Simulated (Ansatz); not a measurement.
The relaxed structure here is a generated cell of ZrCl: the first start was made by placing the elements on the sites of a structure type, and the end was not matched to a known phase here, so it may be hypothetical.

The end point of a relaxation of ZrCl. Space group R3m (No. 160). Calculation: PBEsol (plane waves to 420 eV, PAW, scalar-relativistic; Ansatz, a program for electronic structure).

```cif
data_Cl2Zr2
_chemical_formula_sum 'Zr2 Cl2'
_space_group_name_H-M_alt 'P 1'
_space_group_IT_number 1
_cell_length_a 7.02160
_cell_length_b 7.02160
_cell_length_c 7.02160
_cell_angle_alpha 32.881
_cell_angle_beta 32.881
_cell_angle_gamma 32.881
loop_
_space_group_symop_operation_xyz
  'x, y, z'
loop_
_atom_site_label
_atom_site_type_symbol
_atom_site_fract_x
_atom_site_fract_y
_atom_site_fract_z
_atom_site_occupancy
Zr1 Zr 0.33210 0.33210 0.33210 1
Zr2 Zr 0.89785 0.89785 0.89785 1
Cl1 Cl 0.03444 0.03444 0.03444 1
Cl2 Cl 0.48561 0.48561 0.48561 1
```

Q: What is the computed band gap (PBEsol)?

A: No clear gap: the sampled points leave 0.14 eV away from the symmetry points, which may be a band crossing missed between them.

Q: What smallest direct gap does PBEsol give?

A: 0.23 eV at 71 % of the way from H0 to L.

No spin polarisation in the result. No Hubbard U is applied.

The run could not lose the symmetry of its start: the end is stationary, and may be a saddle point rather than a minimum.

It was reached from a disturbed copy of a F-43m (No. 216) cell (zinc blende type), against which it lies -0.40 eV/atom.
